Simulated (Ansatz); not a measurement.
SiO2:
Space group Imma (No. 74); a = 5.2648 Å, b = 9.5808 Å, c = 8.9200 Å, α = β = γ = 90.00°

```csv
atom,site,symmetry,x,y,z
Si,8h,m..,0.0000,0.5845,0.1553
O,4e,mm2,0.0000,0.7500,0.1189
O,8g,.2.,0.2500,0.5418,0.2500
O,4a,2/m..,0.0000,0.0000,0.0000
```
(The calculation used a cell of 12 atoms; values per cell refer to that cell.)

Relaxed with PBEsol. DFT-PBEsol in the program Ansatz with PAW potentials gives a gap of 5.50 eV.

Question: What gap does HSE06 give on the same cell (Ansatz, PAW)?

Answer: 7.12 eV, 1.62 eV more. The hybrid was solved on a coarser mesh and at special points; its gap is the smallest among all of these.

```json
[
 {"k": "Γ", "v1 PBEsol": "0.00", "c1 PBEsol": "5.50", "v1 HSE06": "0.00", "c1 HSE06": "7.12"},
 {"k": "X", "v1 PBEsol": "-0.02", "c1 PBEsol": "7.37", "v1 HSE06": "___", "c1 HSE06": "___"},
 {"k": "S", "v1 PBEsol": "-0.17", "c1 PBEsol": "6.46", "v1 HSE06": "___", "c1 HSE06": "___"},
 {"k": "R", "v1 PBEsol": "-0.23", "c1 PBEsol": "7.57", "v1 HSE06": "___", "c1 HSE06": "___"},
 {"k": "T", "v1 PBEsol": "-0.42", "c1 PBEsol": "7.72", "v1 HSE06": "___", "c1 HSE06": "___"},
 {"k": "W", "v1 PBEsol": "-0.44", "c1 PBEsol": "7.94", "v1 HSE06": "-0.46", "c1 HSE06": "9.64"},
 {"k": "Σ0", "v1 PBEsol": "-0.21", "c1 PBEsol": "8.07", "v1 HSE06": "-0.22", "c1 HSE06": "9.60"},
 {"k": "Λ0", "v1 PBEsol": "-0.03", "c1 PBEsol": "7.32", "v1 HSE06": "-0.03", "c1 HSE06": "9.10"}
]
```

Question: Top valence (v1) and lowest conduction level (c1) in eV from each method's valence maximum (which need not be a listed point): supply the withheld HSE06 values.

Answer: 
- T, v1 HSE06: -0.44
- T, c1 HSE06: 9.33
- X, v1 HSE06: -0.02
- X, c1 HSE06: 9.12
- S, v1 HSE06: -0.18
- S, c1 HSE06: 8.19
- R, v1 HSE06: -0.24
- R, c1 HSE06: 9.40

Cost on shared cores: the PBEsol run (SCF on a 6×6×6 mesh, then bands and DOS) roughly 2.5 core-minutes, the HSE06 run (SCF on 4×4×4, then a few points) roughly 8 core-minutes; the tasks are unlike.

The first step of the workflow began from a Materials Project structure, measured or hypothetical; the Crystallography Open Database copy checked does not list it. It is not the phase usual at ambient conditions (space group No. 92, 152, 154). The PBEsol relaxation kept the symmetry of its start. At this level the phase is mechanically unstable.

Potentials: the earlier of the program's two PAW sets.
